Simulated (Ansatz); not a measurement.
**Every step of a relaxation of hcp Hf (0001), 5 layers**

DFT, PBEsol, PAW with Ansatz's default frozen-core files, scalar-relativistic (Ansatz 0.2.0); a Γ-centred 13×13×1 k mesh, Fermi–Dirac smearing of 0.1 eV, no spin polarisation. The run relaxes the atoms in the fixed cell.

Command: `ansatz run input.yaml --threads 2 --pin off --max-ram 4096MiB --backend cpu --events-out ev --progress --plain --runs-dir out` It took 99 s on 2 threads of Intel(R) Xeon(R) Platinum 8259CL CPU @ 2.50GHz (Skylake/Cascade Lake) (shared host), peak memory 0.73 GiB.

```yaml
crystal:
  lattice:
    - [3.1580102184, 0.0, 0.0]
    - [-1.5790051092, 2.7349170745, 0.0]
    - [0.0, 0.0, 26.009]
  atoms:
    - { symbol: Hf, position: [0.0, 0.0, 0.3075857772] }
    - { symbol: Hf, position: [0.333333334, 0.666666666, 0.4037928888] }
    - { symbol: Hf, position: [0.0, 0.0, 0.4999999997] }
    - { symbol: Hf, position: [0.333333334, 0.666666666, 0.5962071112] }
    - { symbol: Hf, position: [0.0, 0.0, 0.6924142228] }
kpoints:
  mp_grid: { grid: [13, 13, 1] }
scf:
  occupations: { method: fermi_dirac, width: 0.1 }
hamiltonian:
  xc: pbesol
  pseudopotentials: { kind: paw }
output:
  forces: true
  stress: true
  eigenvalues: true
relax:
  f_tol: 0.01
  max_steps: 40
efield:
  axis: 3
  amplitude: 0
  dipole_correction: true
```

Each step lists its free energy a cell above the last geometry, and Cartesian positions (Å) with forces (eV/Å).

The first step:

```
step 1  dF = 114.21 meV
  Hf 0.0000 0.0000 8.0000   0.0000 0.0000 0.6274
  Hf 0.0000 1.8233 10.5022   0.0000 0.0000 -0.7416
  Hf 0.0000 0.0000 13.0045   0.0000 0.0000 0.0000
  Hf 0.0000 1.8233 15.5068   0.0000 0.0000 0.7416
  Hf 0.0000 0.0000 18.0090   0.0000 0.0000 -0.6274
```

Spin–orbit coupling is left out, which matters for the heavy atoms. The PAW files were made under PBE.

Q: Where does the relaxation end, and by which steps?

A: After 4 geometries, with a shortest distance of 2.973 Å. The further steps:
```
step 2  dF = 146.38 meV  (not accepted)
  Hf 0.0000 0.0000 8.1927   0.0000 0.0000 -1.0441
  Hf 0.0000 1.8233 10.3966   0.0000 0.0000 1.1805
  Hf 0.0000 0.0000 13.0045   0.0000 0.0000 0.0000
  Hf 0.0000 1.8233 15.6124   0.0000 0.0000 -1.1805
  Hf 0.0000 0.0000 17.8163   0.0000 0.0000 1.0441
step 3  dF = 1.69 meV
  Hf 0.0000 0.0000 8.0904   0.0000 0.0000 0.0957
  Hf 0.0000 1.8233 10.4558   0.0000 0.0000 -0.0993
  Hf 0.0000 0.0000 13.0045   0.0000 0.0000 0.0000
  Hf 0.0000 1.8233 15.5532   0.0000 0.0000 0.0993
  Hf 0.0000 0.0000 17.9186   0.0000 0.0000 -0.0957
step 4  dF = 0.00 meV
  Hf 0.0000 0.0000 8.1053   0.0000 0.0000 0.0008
  Hf 0.0000 1.8233 10.4535   0.0000 0.0000 -0.0040
  Hf 0.0000 0.0000 13.0045   0.0000 0.0000 0.0000
  Hf 0.0000 1.8233 15.5555   0.0000 0.0000 0.0040
  Hf 0.0000 0.0000 17.9037   0.0000 0.0000 -0.0008
step 5  dF = 0.00 meV  (same geometry, solved once more)
  Hf 0.0000 0.0000 8.1053   0.0000 0.0000 0.0008
  Hf 0.0000 1.8233 10.4535   0.0000 0.0000 -0.0040
  Hf 0.0000 0.0000 13.0045   0.0000 0.0000 0.0000
  Hf 0.0000 1.8233 15.5555   0.0000 0.0000 0.0040
  Hf 0.0000 0.0000 17.9037   0.0000 0.0000 -0.0008
```
